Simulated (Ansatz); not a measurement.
Fe (bcc (W type), Im-3m) at seven volumes, the program Ansatz at the LDA level (PAW), scaled uniformly. One row is withheld.

| V (Å³/atom) | P (GPa) |
|---|---|
| 9.477 | 29.04 |
| 9.790 | 17.74 |
| 10.102 | ? |
| 10.415 | 0.01 |
| 10.727 | -6.84 |
| 11.040 | -12.88 |
| 11.352 | -18.11 |

### Question
Fit the shown pressures and predict the withheld one.

### Answer
P = (3/2)B₀(x^(7/2) − x^(5/2))[1 + (3/4)(B′ − 4)(x − 1)] with x = (V₀/V)^(2/3). Least squares on the six rows gives V₀ = 10.418 Å³/atom, B₀ = 251 GPa, B′ = 4.18. At V = 10.102, x = 1.0207 and P = 8.25 GPa. The run itself gave 8.21 GPa.

The cell was relaxed with LDA under the symmetry of its start. The final state is ferromagnetic, chosen from 3 collinear starts compared on coarse meshes (ties went to the first, and starts can fall back to one state), not a proven ground state. Textbook magnetic order: ferromagnetic.

Potentials: the later of the program's two PAW sets.
